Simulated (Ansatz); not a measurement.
## Piezoelectric tensor of GaP

All numbers below come from Ansatz 0.2.0, DFT LDA, scalar-relativistic, plane waves, PAW. Settings: 420 eV plane-wave cutoff, Γ-centred 8×8×8 mesh, fixed occupations. No spin polarisation.

Relaxed structure:
```xyz
2
Lattice="0.0000 2.6957 2.6957 2.6957 0.0000 2.6957 2.6957 2.6957 0.0000" Properties=species:S:1:pos:R:3 pbc="T T T"
Ga    0.0000    0.0000    0.0000
P     1.3478    1.3478    1.3478
```

(1) Give the relaxed-ion proper piezoelectric stress tensor e_iJ (C/m², Voigt columns xx yy zz yz xz xy).

(2) With the elastic constants (GPa, Voigt order)
```
142.5  64.0  64.0   0.0   0.0   0.0
 64.0 142.5  64.0   0.0   0.0   0.0
 64.0  64.0 142.5   0.0   0.0   0.0
  0.0   0.0   0.0  71.0   0.0   0.0
  0.0   0.0   0.0   0.0  71.0   0.0
  0.0   0.0   0.0   0.0   0.0  71.0
```
find the strain coefficients d = e·C⁻¹ (pC/N).

## Answers

(1)
```
x    0.000  0.000  0.000 -0.111  0.000  0.000
y    0.000  0.000  0.000  0.000 -0.111  0.000
z    0.000  0.000  0.000  0.000  0.000 -0.111
```
Signs follow the orientation of the cell as given.

(2)
```
x    0.00  0.00  0.00 -1.56  0.00  0.00
y    0.00  0.00  0.00  0.00 -1.56  0.00
z    0.00  0.00  0.00  0.00  0.00 -1.56
```

Cost: 1 run of about 1.2 core-minutes, on Arm Neoverse V1 (shared hosts).